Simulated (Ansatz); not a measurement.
In r²SCAN+D4 in the plane-wave PAW code Ansatz, CdGaO$_{3}$ in the tetragonal phase (P4mm; Ga on 1b, Cd on 1a, O on 2c, O on 1b) relaxes to a = 3.442 Å, c = 5.077 Å. Against the elements it lies at -1.19 eV/atom, with no fitted shifts.

Electronic character: metallic (no gap).

The bulk modulus is 127 GPa. Bader charges are Ga +1.96, Cd +1.36, O -1.26 to -1.03 e.

The start of the workflow was typed in or built on a structure type; neither database checked (COD, Materials Project) lists it. Its standing as an ambient phase is unchecked. The r²SCAN+D4 relaxation kept the symmetry of its start; whether a distortion lowers the energy is not shown. With an odd number of electrons in the cell and no spin polarisation, the count alone makes it a metal. The references are the lowest solids computed at this level, not always the standard phases (solids in place of the gases). Spin–orbit coupling is left out wherever it is not named.

Potentials: the earlier of the program's two PAW sets.
